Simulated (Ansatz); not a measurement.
# Ansatz run, Ba2Bi3

The input, for Ansatz 0.2.0 (plane waves, PAW):

```yaml
crystal:
  lattice:
    - [-2.40148, 3.981535, 4.974801]
    - [4.80296, 0.0, 0.0]
    - [2.40148, 3.981535, -4.974801]
  atoms:
    - { symbol: Bi, position: [0.0, 0.0, 0.0] }
    - { symbol: Bi, position: [0.7032, 0.5, 0.7032] }
    - { symbol: Bi, position: [0.2968, 0.5, 0.2968] }
    - { symbol: Ba, position: [0.7245, 0.2245, 0.2755] }
    - { symbol: Ba, position: [0.2755, 0.7755, 0.7245] }
  symmetry: { tolerance: 0.0003 }
kpoints:
  mp_grid: { grid: [8, 8, 8], shift: [0, 0, 0] }
  band_path:
    path:
      - [0.0, 0.0, 0.0]
      - [0.5, 0.0, -0.5]
      - [0.30825679, 0.38348643, -0.30825679]
      - [-0.30825679, 0.61651357, 0.30825679]
      - [0.0, 0.0, 0.0]
      - [0.41013625, 0.0, 0.41013625]
      - [0.58986375, 0.0, -0.41013625]
      - [0.5, 0.0, -0.5]
      - [0.0, 0.0, 0.0]
      - [0.0, 0.5, 0.0]
      - [0.25, 0.5, 0.25]
    npoints: 6
magnetization:
  spin_polarized: false
scf:
  occupations: { method: fermi_dirac, width: 0.0219 }
  lower_state_search: "off"
  max_iter: 200
hamiltonian:
  pseudopotentials: { kind: paw }
  xc: r2scan
basis:
  ecutwfc: 500
  fft_grid_basis: typed
output:
  forces: true
  stress: true
  eigenvalues: true
  bader: true
  populations: true
  elf: true
  write_potential: true
  volumetric_format: npy
  dos:
    e_range: [-12, 8]
    de: 0.05
    projected: { site_lists: { Ba: [Ba], Bi: [Bi] } }
checkpoint:
  read: saved_state
```

The saved state is an earlier solution for the same cell, perhaps on another mesh. 

Excerpt of what it printed:

```
Pseudopotentials: kind: paw
Pseudopotential: Bi, paw, valence charge 15, recommended cutoff 500 eV (meta_gga), Bi.paw.azcp
Pseudopotential: Ba, paw, valence charge 10, recommended cutoff 500 eV (meta_gga), Ba.paw.azcp
Functional definition: r2SCAN
  exchange = r2scan_x(k0 = k0, k1 = k1, a1 = a1)
  correlation = r2scan_c
Crystal: 5 atoms, lattice volume = 190.268 Å³
Basis set: ecut = 500 eV, 4821 PW (Γ), exchange–correlation on 200×144×200 points (64 copies of the dense FFT grid, shifted against one another)
Bands: 39, of which v1, the nominal top of the filled ones, is band 33 counted from 1 (32 counted from 0)
Symmetry: 8 space group operations
Space group: Immm (ITA 71), of the structure as read, at distance tolerance 1.7e-3 Å
k-points: 95 of 512
Initial density: read from a saved state, or passed on in memory by an earlier SCF of this step, an earlier step, the calling program or the single point that the run made first
Functional: x = r2scan, c = r2scan; τ floored in thin density (d = 2e-4 eV/Å³)
SCF iter   1: F=-49166.7208 eV  Δρ=8.53e-4  dr2=2.51e-3  dr2_τ=3.88e-4
SCF iter   2: F=-49166.7213 eV  Δρ=5.52e-4  dr2=1.23e-3  dr2_τ=3.48e-5
SCF iter   3: F=-49166.7215 eV  Δρ=1.19e-4  dr2=6.11e-5  dr2_τ=2.29e-6
SCF iter   4: F=-49166.7217 eV  Δρ=4.87e-5  dr2=7.07e-6  dr2_τ=1.53e-7
SCF iter   5: F=-49166.7217 eV  Δρ=1.20e-5  dr2=4.14e-7  dr2_τ=2.86e-8
SCF iter   6: F=-49166.7217 eV  Δρ=3.98e-6  dr2=7.60e-8  dr2_τ=7.41e-10
Free energy (F): -49166.7217 eV
Harris-Foulkes:  -49166.7217 eV  (|F-HF|=1.41e-8)
Internal energy: -49166.7167 eV  (E = F + TS)
E sigma→0 (E₀):  -49166.7192 eV
Entropy (-TS):   -0.0050 eV (-1.007 meV/atom)
Fermi energy:    9.3389 eV
--- Forces (eV/Å), atoms counted from 1 ---
  atom   1  Bi     0.0000     0.0000     0.0000
  atom   2  Bi     0.0000     0.0471     0.0000
  atom   3  Bi     0.0000    -0.0471     0.0000
  atom   4  Ba     0.0000     0.0000    -0.0471
  atom   5  Ba     0.0000     0.0000     0.0471
--- Stress (GPa, compression-positive) ---
        1.0218       0.0000       0.0000
        0.0000       0.3568       0.0000
        0.0000       0.0000       2.3308
  P = ⅓ Tr σ = 1.2365 GPa (12.365 kbar)
--- Löwdin populations: 5 sites ---
  site symbol       q [e]
     0     Bi     15.6172
     1     Bi     15.9718
     2     Bi     15.9718
     3     Ba      8.3611
     4     Ba      8.3611
  spilling = 0.0110 (of n_electrons = 65.0000)
--- Bader charges: 5 sites ---
  site symbol  charge [e]  shift [e]
     0     Bi     -0.5565     0.0000
     1     Bi     -0.9730     0.0000
     2     Bi     -0.9730     0.0000
     3     Ba      1.2513     0.0000
     4     Ba      1.2513     0.0000
```

Total energies depend on the potentials used, so only differences within one code and one set of settings carry meaning.

Origin: a database entry at a rescaled volume.
